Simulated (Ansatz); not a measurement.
Values for one crystal, relaxed and computed with plane-wave PAW r²SCAN (Ansatz code); other levels are named.

```yaml
volume_per_atom: 13.21 Å³
band_gap: 3.84 eV (indirect)
smallest_direct_gap_on_the_standard_path: 4.10 eV
Formation energy from the elements (no fitted shifts): -3.23 eV/atom
valence_band_maximum: at Y (k = 0.500, 0.500, 0.000 in fractions of the reciprocal vectors)
conduction_band_minimum: at Γ
```

Problem. Pick the material that matches.
A. Cs2P2Pd, Cmcm (Cs on 4c, Cs on 4c, P on 8g, Pd on 4a)
B. Y2CN2O2, P-3m1 (Y on 2d, C on 1a, N on 2c, O on 2d)
C. K3NaS2O8, P-3m1 (Pearson symbol hP14)
D. Y3SbO7, Cmcm (Pearson symbol oS44)

Solution. D, Y3SbO7, Cmcm (Pearson symbol oS44)

The workflow started from a Materials Project entry (that database holds measured and hypothetical structures alike); the Crystallography Open Database copy checked does not list it. Its standing as an ambient phase is unchecked. The cell was relaxed with r²SCAN under the symmetry of its start; whether a distortion lowers the energy is not shown. No spin polarisation was allowed. The references are the lowest solids computed at this level, not always the standard phases (solids in place of the gases). Spin–orbit coupling is left out wherever it is not named.

Potentials: the later of the program's two PAW sets.
